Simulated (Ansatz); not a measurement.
BAs:
Space group F-43m (No. 216); a = b = c = 4.784 Å, α = β = γ = 90.00°

| atom | site | symmetry | x | y | z |
|---|---|---|---|---|---|
| As | 4c | -43m | 0.2500 | 0.2500 | 0.2500 |
| B | 4a | -43m | 0.0000 | 0.0000 | 0.0000 |
(The calculation used a cell of 2 atoms; values per cell refer to that cell.)

Relaxed with r²SCAN.

**Question.** Decompose the optical modes at the zone centre into irreducible representations, and say which are infrared and Raman allowed.

**Answer.** Point group -43m: Γ_opt = T2. Infrared: T2. Raman: T2.

**Question.** Assign frequencies (DFPT, plane-wave PAW r²SCAN (Ansatz code); without the LO–TO term).

**Answer.** T2 697 cm⁻¹.

The cell was relaxed with r²SCAN under the symmetry of its start; phonons on a q-mesh show no instability.

Potentials: the later of the program's two PAW sets.
